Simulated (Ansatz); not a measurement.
The elements of this relaxed trial crystal are hidden behind letters.

```
lattice vectors (Å)
  -3.1874    3.1874    3.1874
   3.1874   -3.1874    3.1874
   3.1874    3.1874   -3.1874
fractional positions
X 0.0000 0.0000 0.5000
X 0.5000 0.0000 0.0000
X 0.0000 0.5000 0.0000
X 0.5000 0.5000 0.5000
Z 0.0000 0.0000 0.0000
```

All numbers below come from Ansatz, DFT PBE, scalar-relativistic, plane waves, PAW. Cutoff 420 eV, Γ-centred 8×8×8 mesh (5-atom cell), Gaussian smearing of 0.10 eV, no spin polarisation.

```
Space group                              : Im-3m (No. 229)
Conventional cell                        : a = 6.375 Å
Volume per atom                          : 25.91 Å³
Density                                  : 6.33 g/cm³
Energy over the elements                 : −0.30 eV/atom
Gap on the 8×8×8 mesh of the 5-atom cell : 0 eV (a metal)
```

Energies are uncorrected and count from the elements' standard states at the same level.

**Question.** X is a p-block element of period 5 and Z is a p-block element of period 2. Which elements are they?

**Answer.** X = Sn, Z = F, so the formula is Sn4F. Density times volume gives a mean mass of 6.33 × 25.91/1.6605 = 98.8 u per atom, and this set has 98.8 u. Among the elements that the hints allow, noble gases aside, only these give it. Around Sn lie 2 F at 2.76 Å and 6 Sn at 3.19 Å; F is surrounded by 8 Sn at 2.76 Å (long against covalent radii, as for large ions).

The cell is a metal run without spin; a magnetic state may lie lower. A structure relaxed within its symmetry needn't be a true minimum. Another cell of Sn4F relaxed alike, in P2_1/c, lies 170 meV/atom lower, so this cell isn't the stable form at this level.
